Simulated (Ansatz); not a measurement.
AuS in the rocksalt structure: a workflow

Computed with Ansatz (plane waves, PAW, 420 eV cutoff): PBEsol, scalar-relativistic, no spin polarisation, Γ-centred 10×10×10 mesh, 0.05 eV Gaussian smearing; PAW files: Ansatz's generated set soft_2.

The cell came from substitution into a structure type; whether the compound takes it is for experiment to say.

The start:

```yaml
crystal:
  lattice:
    - [0.00000, 2.70000, 2.70000]
    - [2.70000, 0.00000, 2.70000]
    - [2.70000, 2.70000, 0.00000]
  atoms:
    - { symbol: Au, position: [0.50000, 0.50000, 0.50000] }
    - { symbol: S, position: [0.00000, 0.00000, 0.00000] }
```

The first steps of the search for zero pressure:

| run | level | k-mesh | kind | V (Å³/atom) | P (GPa) | gap on the mesh (eV) |
| --- | --- | --- | --- | --- | --- | --- |
| 1 | PBEsol | 10×10×10 | fixed cell | 19.68 | -11.5 | metal |
| 2 | PBEsol | 10×10×10 | fixed cell | 18.17 | -5.2 | metal |

Task: At which volume does PBEsol reach zero pressure?

Result: 17.35 Å³/atom, about 11.9 % under the start.

The steps that followed:

| run | level | k-mesh | kind | V (Å³/atom) | P (GPa) | E − E(final) (meV/atom) | gap on the mesh (eV) |
| --- | --- | --- | --- | --- | --- | --- | --- |
| 3 | PBEsol | 10×10×10 | fixed cell | 17.30 | 0.3 | 0.1 | metal |
| 4 | PBEsol | 10×10×10 | fixed cell | 17.35 | 0.0 | 0.0 | metal |

The cell is relaxed to zero pressure at this level.

The final structure (symmetry read at 0.01 Å). Symmetry: Fm-3m, No. 225, cubic system. The conventional cell has a = 5.177 Å, b = 5.177 Å, c = 5.177 Å, α = 90.00°, β = 90.00°, γ = 90.00°. Au (site symmetry m-3m) is surrounded by 6 S at 2.59 Å. Around S (site symmetry m-3m) lie 6 Au at 2.59 Å. (Neighbours are counted to 15 % beyond the shortest distance.)

| atom | site | symmetry | x | y | z |
| --- | --- | --- | --- | --- | --- |
| Au | 4b | m-3m | 0.5000 | 0.0000 | 0.0000 |
| S | 4a | m-3m | 0.0000 | 0.0000 | 0.0000 |

- At the final geometry the gap, band path included, is zero (metallic).
- The equation of state gives B0 = 125 GPa and B0′ = 4.8.
- Against the elements' standard states, run alike and uncorrected, the formation energy is 0.11 eV/atom, so this structure is unstable against them at this level.

**What lies behind the numbers.**

The calculation's cell holds 25 valence electrons, an odd number. Without magnetic order each band takes two, so one stays part-filled and the crystal must be a metal.

Scalar-relativistic only: spin–orbit splittings of the heavy atoms' levels are missing. Spin polarisation wasn't tried.
